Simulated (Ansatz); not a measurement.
ZrSe2 (CdI2 type, P-3m1), DFT-PBE in the program Ansatz with PAW potentials, all energies at zero smearing, with the estimated change up to a 700 eV cutoff added, with one set of potentials and settings (totals compare only within such a set). Cell of 3 atoms (1 Zr, 2 Se): -15126.072 eV.

| element | reference phase | E (eV/atom) |
|---|---|---|
| Zr | P6_3/mmc, 2 atoms in the cell | -4183.8362 |
| Se | P3_121, 3 atoms in the cell | -5469.0798 |

Formation energy per atom, worked out: (-15126.072 − 1×(-4183.8362) − 2×(-5469.0798))/3 = -1.359 eV/atom (-131 kJ per mol of atoms), at 0 K, without zero-point energy or fitted corrections.

The PBE relaxation kept the symmetry of its start. The run is not spin-polarised. A crystal of weakly bound layers computed without a dispersion correction: the cell and the soft elastic constants depend strongly on that. The references are the lowest solids computed at this level, not always the standard phases.

Potentials: the later of the program's two PAW sets.
